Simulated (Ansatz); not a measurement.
A geometry of Hf away from equilibrium: step 2 of the relaxation of a relaxed Hf cell displaced along its unstable phonon at q = (½, ½, 0) of its primitive reciprocal cell (62i cm⁻¹), largest move 0.15 Å. The numbers are results of PBEsol (plane waves to 420 eV, PAW, scalar-relativistic; Ansatz, a quantum-chemistry and plane-wave program), not measurements. Γ-centred k-mesh 13×13×13 on the run's cell (coarser than for final values), Fermi–Dirac smearing 0.05 eV.

```yaml
crystal:
  lattice:
    - [-3.64277, 3.64277, 3.14912]
    - [0.00000, 0.00000, 3.14912]
    - [1.87349, 1.87349, -1.57456]
  atoms:
    - { symbol: Hf, position: [0.00000, 0.43395, 0.86790] }
    - { symbol: Hf, position: [0.50000, 0.56605, 0.13210] }
```

### Question
Give the Cartesian forces on all atoms (eV/Å).

### Answer
| atom | Fx | Fy | Fz |
|---|---|---|---|
| Hf1 | -0.17 | -0.17 | 0.00 |
| Hf2 | 0.17 | 0.17 | 0.00 |

### Question
What is the pressure?

### Answer
+0.4 GPa, compression positive.

### Question
How far above the relaxed end point is this geometry?

### Answer
0.03 eV/atom; the path ends in P6₃/mmc (No. 194) (hcp (Mg type)).

No spin polarisation in the result.

The run could not lose the symmetry of its start.

Of the parent cell (I4/mmm (No. 139)): it is a generated cell of Hf: the first start was made by placing the elements on the sites of a structure type, and the end was not matched to a known phase here, so it may be hypothetical. Known forms of Hf include space group No. 194.
